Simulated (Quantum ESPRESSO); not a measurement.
## ZrTi6Ta (a guest atom moved from site to site)

Simulated, not a measurement. The program is pw.x of Quantum ESPRESSO 7.5 (plane-wave density functional theory). The cell is made up: eight metal atoms on a hexagonal close-packed lattice, with elements, volume, strain and displacements drawn at random and not relaxed, so it may be unstable or far from any real phase. PseudoDojo standard norm-conserving files set the functional (PBE unless stated); there is no spin polarisation or spin-orbit coupling, the Fermi-Dirac width of 0.25 eV means electrons at about 2900 K, and the masses in the input are unused placeholders. Heavy elements are run without spin-orbit coupling, which real alloys of them have. A spin test at this wide smearing found no moment, but such smearing suppresses magnetism that the real alloy may have.

The runs move one Zr atom among sites that otherwise hold Ti. Cell, positions, cutoff, mesh and smearing stay as in the input of run 1; sites are counted in its order. Stress in the tables is positive in tension.

Input of run 1:

```
&control calculation='scf', pseudo_dir='./dojo.nc.sr.pbe.v0_5.standard.upf', outdir='./o', disk_io='minimal', tprnfor=.true., tstress=.true. /
&system ibrav=0, nat=8, ntyp=3, nbnd=67, ecutwfc=84.00895049, nosym=.true., tot_charge=0,
 occupations='smearing', smearing='fd', degauss=0.0183746611
/
&electrons conv_thr=1.470e-08, electron_maxstep=70, mixing_beta=0.5 /
ATOMIC_SPECIES
Ta 1.0 Ta.upf
Ti 1.0 Ti.upf
Zr 1.0 Zr.upf
CELL_PARAMETERS angstrom
-2.8587 -0.0382 -0.0445
0.0662 5.0211 -0.0047
1.2476 -2.4824 -9.6786
ATOMIC_POSITIONS angstrom
Zr -0.0149 0.0554 0.0266
Ti -0.0052 1.5916 -2.4345
Ti -0.0574 0.0215 -4.9442
Ti -0.0391 1.6081 -7.2458
Ti -1.3377 2.4154 -0.0292
Ta -1.3066 4.1669 -2.2718
Ti -1.4337 2.531 -4.8233
Ti -1.5977 -0.8875 -7.281
K_POINTS automatic
8 5 3 1 1 1
```

| run | elements on sites 1 to 8 | free energy less that of run 1 (eV) | -TS (eV) | pressure (GPa) | stress xx (GPa) | stress yy (GPa) | stress zz (GPa) | stress yz (GPa) | stress xz (GPa) | stress xy (GPa) | iterations |
| --- | --- | --- | --- | --- | --- | --- | --- | --- | --- | --- | --- |
| 1 | Zr Ti Ti Ti Ti Ta Ti Ti | 0.000 | -2.338 | 8.80 | -9.92 | -9.92 | -6.57 | -0.18 | 0.39 | 1.21 | 22 |
| 2 | Ti Zr Ti Ti Ti Ta Ti Ti | -0.081 | -2.315 | 8.87 | -10.03 | -10.67 | -5.90 | 0.36 | 0.40 | 1.33 | 23 |
| 3 | Ti Ti Zr Ti Ti Ta Ti Ti | -0.261 | -2.325 | 8.16 | -9.40 | -9.37 | -5.71 | -0.07 | 0.36 | 1.28 | 22 |
| 4 | Ti Ti Ti Zr Ti Ta Ti Ti | -0.259 | -2.321 | 7.98 | -9.25 | -9.41 | -5.28 | 0.29 | 0.35 | 1.26 | 23 |
| 5 | Ti Ti Ti Ti Zr Ta Ti Ti | -0.196 | -2.317 | 8.30 | -9.55 | -9.59 | -5.76 | 0.40 | 0.37 | 1.24 | 23 |

Forces Fx Fy Fz (eV/Å):

| site | run 1 | run 2 | run 3 | run 4 | run 5 |
| --- | --- | --- | --- | --- | --- |
| 1 | 0.35 -0.65 1.28 | 0.32 -0.66 1.01 | 0.31 -0.44 0.67 | 0.33 -0.25 0.07 | 0.33 -0.64 0.67 |
| 2 | 0.31 0.62 -0.45 | 0.35 0.68 -0.34 | 0.30 0.51 0.16 | 0.30 0.35 -0.09 | 0.34 0.10 -0.78 |
| 3 | -0.16 0.00 0.73 | -0.15 -0.18 0.47 | -0.17 -0.04 1.08 | -0.16 -0.25 1.13 | -0.16 -0.01 0.80 |
| 4 | -0.22 -0.05 0.56 | -0.20 0.18 -0.03 | -0.20 0.48 -0.38 | -0.22 0.37 -0.12 | -0.21 0.38 0.26 |
| 5 | -0.45 0.93 0.12 | -0.46 0.77 0.84 | -0.43 0.54 0.13 | -0.44 0.36 -0.10 | -0.47 0.60 0.36 |
| 6 | -0.12 -0.94 -2.27 | -0.14 -0.91 -0.95 | -0.12 -0.64 -0.60 | -0.11 -0.48 -1.14 | -0.13 -0.10 -1.56 |
| 7 | -0.10 0.09 -0.08 | -0.11 0.33 -0.83 | -0.09 0.15 -0.06 | -0.09 0.31 0.46 | -0.10 0.09 -0.17 |
| 8 | 0.39 0.00 0.13 | 0.38 -0.21 -0.17 | 0.39 -0.55 -1.01 | 0.39 -0.41 -0.22 | 0.40 -0.40 0.41 |

The sites are displaced and not relaxed, so the energy differences mix bonding between neighbours with strain and are not ordering energies. A rerun of one cell of this series at a higher cutoff and on a denser mesh moved values by no more than 0.003 eV in energy, 0.02 GPa in stress and 0.003 eV/Å in force, and a second program with other atomic files agreed on that cell to 2 % rms in force and 0.5 GPa in pressure.